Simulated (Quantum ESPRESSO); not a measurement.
# B4N2CO: input and log of a self-consistent run

A calculation, not a measurement. The program is pw.x of Quantum ESPRESSO 7.5 (plane-wave density functional theory). The cell is made up: 8 atoms on a wurtzite lattice, with randomly drawn elements, strain and displacements, not relaxed. PseudoDojo standard norm-conserving files (v0.5 for PBE, v0.4.1 for LDA and PBEsol) set the functional; there is no spin polarisation, spin-orbit coupling or dispersion term, and the masses in the input are unused placeholders.

Input:

```
&control calculation='scf', pseudo_dir='./dojo.nc.sr.pbe.v0_5.standard.upf', outdir='./o', disk_io='medium', tprnfor=.true., tstress=.true. /
&system ibrav=0, nat=8, ntyp=4, nbnd=22, ecutwfc=84.00895049, nosym=.true., tot_charge=0,
 occupations='smearing', smearing='fd', degauss=0.0018374661
/
&electrons conv_thr=7.350e-09, electron_maxstep=60, /
ATOMIC_SPECIES
B 1.0 B.upf
C 1.0 C.upf
N 1.0 N.upf
O 1.0 O.upf
CELL_PARAMETERS angstrom
2.5892 0.0 0.0
0.0 4.4846 0.0
0.0 0.0 4.1859
ATOMIC_POSITIONS angstrom
B 0.039 0.03 0.077
B 1.314 2.2091 0.0176
B 1.3412 0.7569 2.1203
B 0.0262 2.9055 2.1073
N -0.0035 0.0554 1.6299
C 1.2199 2.238 1.5825
N 1.3936 0.7933 3.6282
O 0.0582 3.0088 3.6414
K_POINTS automatic
7 4 4 1 1 1
```

The log is shortened where brackets say so; the opening notice, blank lines, dates and the lines on written files are dropped, and the path of the files is cut. It prints rydbergs, bohrs and kilobars, and counts compression as positive stress.

```
     Program PWSCF v.7.5
     Parallel version (MPI & OpenMP), running on       1 processor cores
     Number of MPI processes:                 1
     Threads/MPI process:                     1
     [start-up lines left out]
     bravais-lattice index     =            0
     lattice parameter (alat)  =       4.8929  a.u.
     unit-cell volume          =     328.0007 (a.u.)^3
     number of atoms/cell      =            8
     number of atomic types    =            4
     number of electrons       =        32.00
     number of Kohn-Sham states=           22
     kinetic-energy cutoff     =      84.0090  Ry
     charge density cutoff     =     336.0358  Ry
     scf convergence threshold =      7.3E-09
     mixing beta               =       0.7000
     number of iterations used =            8  plain     mixing
     Exchange-correlation= PBE
                           (   1   4   3   4   0   0   0)
     [axes and pseudopotential details left out]
   Cartesian axes
     site n.     atom                  positions (alat units)
         1        B      tau(   1) = (   0.0150626   0.0115866   0.0297389  )
         2        B      tau(   2) = (   0.5074927   0.8531979   0.0067975  )
         3        B      tau(   3) = (   0.5179978   0.2923297   0.8189016  )
         4        B      tau(   4) = (   0.0101190   1.1221613   0.8138807  )
         5        N      tau(   5) = (  -0.0013518   0.0213966   0.6294995  )
         6        C      tau(   6) = (   0.4711494   0.8643596   0.6111926  )
         7        N      tau(   7) = (   0.5382357   0.3063881   1.4012822  )
         8        O      tau(   8) = (   0.0224780   1.1620578   1.4063803  )
     number of k points=    56  Fermi-Dirac smearing, width (Ry)=  0.0018
                       cart. coord. in units 2pi/alat
        k(    1) = (   0.0714286   0.0721692   0.0773191), wk =   0.0357143
        k(    2) = (   0.0714286   0.0721692   0.2319573), wk =   0.0357143
     [further k points left out]
     Dense  grid:    34199 G-vectors     FFT dimensions: (  30,  50,  48)
     Estimated max dynamical RAM per process >      38.26 MB
     Initial potential from superposition of free atoms
     starting charge      31.9989, renormalised to      32.0000
     Starting wfcs are   32 randomized atomic wfcs
     total cpu time spent up to now is        5.1 secs
     per-process dynamical memory:    32.1 Mb
     Self-consistent Calculation
     iteration #  1     ecut=    84.01 Ry     beta= 0.70
     Davidson diagonalization with overlap
     ethr =  1.00E-02,  avg # of iterations =  3.0
     total cpu time spent up to now is       13.5 secs
     total energy              =    -110.09674005 Ry
     estimated scf accuracy    <       1.16653516 Ry
     iteration #  2     ecut=    84.01 Ry     beta= 0.70
     Davidson diagonalization with overlap
     ethr =  3.65E-03,  avg # of iterations =  2.8
     total cpu time spent up to now is       20.9 secs
     total energy              =    -110.39166781 Ry
     estimated scf accuracy    <       0.39778356 Ry
     iteration #  3     ecut=    84.01 Ry     beta= 0.70
     Davidson diagonalization with overlap
     ethr =  1.24E-03,  avg # of iterations =  2.0
     total cpu time spent up to now is       27.2 secs
     total energy              =    -110.46047532 Ry
     estimated scf accuracy    <       0.02462076 Ry
     iteration #  4     ecut=    84.01 Ry     beta= 0.70
     Davidson diagonalization with overlap
     ethr =  7.69E-05,  avg # of iterations =  8.4
     total cpu time spent up to now is       37.9 secs
     total energy              =    -110.47084070 Ry
     estimated scf accuracy    <       0.00592022 Ry
     iteration #  5     ecut=    84.01 Ry     beta= 0.70
     Davidson diagonalization with overlap
     c_bands:  1 eigenvalues not converged
     ethr =  1.85E-05,  avg # of iterations =  5.8
     total cpu time spent up to now is       48.3 secs
     total energy              =    -110.47150494 Ry
     estimated scf accuracy    <       0.00100150 Ry
     [iterations 6 to 7 left out]
     iteration #  8     ecut=    84.01 Ry     beta= 0.70
     Davidson diagonalization with overlap
     ethr =  9.34E-08,  avg # of iterations =  1.8
     total cpu time spent up to now is       68.7 secs
     total energy              =    -110.47162440 Ry
     estimated scf accuracy    <       0.00000699 Ry
     iteration #  9     ecut=    84.01 Ry     beta= 0.70
     Davidson diagonalization with overlap
     ethr =  2.18E-08,  avg # of iterations =  3.2
     total cpu time spent up to now is       76.4 secs
     total energy              =    -110.47162640 Ry
     estimated scf accuracy    <       0.00000006 Ry
     iteration # 10     ecut=    84.01 Ry     beta= 0.70
     Davidson diagonalization with overlap
     ethr =  1.93E-10,  avg # of iterations =  5.0
     total cpu time spent up to now is       87.0 secs
     total energy              =    -110.47162643 Ry
     estimated scf accuracy    <       0.00000014 Ry
     iteration # 11     ecut=    84.01 Ry     beta= 0.70
     Davidson diagonalization with overlap
     ethr =  1.93E-10,  avg # of iterations =  2.0
     total cpu time spent up to now is       93.1 secs
     total energy              =    -110.47162644 Ry
     estimated scf accuracy    <       0.00000001 Ry
     iteration # 12     ecut=    84.01 Ry     beta= 0.70
     Davidson diagonalization with overlap
     ethr =  4.66E-11,  avg # of iterations =  3.4
     total cpu time spent up to now is       99.3 secs
     End of self-consistent calculation
     [lines on levels left out]
!    total energy              =    -110.47162644 Ry
     estimated scf accuracy    <          2.7E-10 Ry
     smearing contrib. (-TS)   =      -0.00000000 Ry
     internal energy E=F+TS    =    -110.47162644 Ry
     The total energy is F=E-TS. E is the sum of the following terms:
     one-electron contribution =      12.69383539 Ry
     hartree contribution      =      16.89627347 Ry
     xc contribution           =     -35.27622632 Ry
     ewald contribution        =    -104.78550899 Ry
     convergence has been achieved in  12 iterations
     Forces acting on atoms (cartesian axes, Ry/au):
     atom    1 type  1   force =     0.01205166    0.07148438    0.01364534
     atom    2 type  1   force =    -0.00430341   -0.02631308    0.07630141
     atom    3 type  1   force =    -0.04076511    0.01678935   -0.05791672
     atom    4 type  1   force =    -0.11199991    0.09985536   -0.08829439
     atom    5 type  3   force =     0.04490569   -0.10549030   -0.05977488
     atom    6 type  2   force =     0.14568629    0.00186844   -0.01913340
     atom    7 type  3   force =    -0.03875324   -0.06989294    0.09350355
     atom    8 type  4   force =    -0.00682196    0.01169879    0.04166909
     Total force =     0.320850     Total SCF correction =     0.000032
     Computing stress (Cartesian axis) and pressure
          total   stress  (Ry/bohr**3)                   (kbar)     P=      110.86
   0.00061944  -0.00030919  -0.00025367           91.12      -45.48      -37.32
  -0.00030919   0.00030478   0.00020765          -45.48       44.83       30.55
  -0.00025367   0.00020765   0.00133662          -37.32       30.55      196.62
     init_run     :      4.64s CPU      4.96s WALL (       1 calls)
     electrons    :     84.11s CPU     94.24s WALL (       1 calls)
     forces       :      0.86s CPU      0.88s WALL (       1 calls)
     stress       :      3.45s CPU      3.49s WALL (       1 calls)
     [timing details left out]
     PWSCF        :   1m33.23s CPU   1m43.79s WALL
     JOB DONE.
```

In other units: free energy -1503.043 eV for the cell, pressure 11.09 GPa, largest force component 3.746 eV/Å. A rerun of the same cell at another strain at 1437 eV and a 9 x 6 x 6 mesh moved values by no more than 0.002 eV in energy, 0.05 GPa in stress and 0.003 eV/Å in force.